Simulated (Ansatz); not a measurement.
ZrPbO3:
Space group Amm2 (No. 38); a = 4.134 Å, b = 5.894 Å, c = 6.024 Å, α = β = γ = 90.00°

```
atom  site  symmetry       x       y       z
----  ----  --------  ------  ------  ------
Zr      2b       mm2  0.5000  0.5000  0.9928
Pb      2a       mm2  0.0000  0.0000  0.0520
O       4e       m..  0.5000  0.2342  0.2037
O       2a       mm2  0.0000  0.0000  0.4409
```
(The calculation used a cell of 5 atoms; values per cell refer to that cell.)

Relaxed with r²SCAN.

Problem. Tabulate the valence density and the electron localisation function along the shortest Pb–O contact (2.34 Å), the program Ansatz at the r²SCAN level (PAW).

Solution. 

```
distance from Pb (Å)  density (e/Å³)   ELF
--------------------  --------------  ----
0.23                            8.45  0.01
0.35                            6.72  0.03
0.47                            5.01  0.10
0.59                            3.49  0.22
0.70                            2.26  0.32
0.82                            1.37  0.36
0.94                            0.82  0.31
1.05                            0.54  0.21
1.17                            0.43  0.17
1.29                            0.43  0.23
1.41                            0.54  0.44
1.52                            0.78  0.67
1.64                            1.24  0.79
1.76                            2.08  0.81
1.87                            3.42  0.77
1.99                            5.00  0.66
2.11                            6.39  0.47
```

The density is the valence pseudo-density with augmentation charge, so density and ELF within about 1 Å of a nucleus are not all-electron values.

The first step of the workflow began from a Materials Project structure, measured or hypothetical; the Crystallography Open Database files this formula in space group No. 38, but the cells were not matched. Its standing as an ambient phase is unchecked. The cell was relaxed with r²SCAN under the symmetry of its start; its stability against distortions is not shown here. The run is not spin-polarised. Spin–orbit coupling is left out wherever it is not named.

Potentials: the later of the program's two PAW sets.
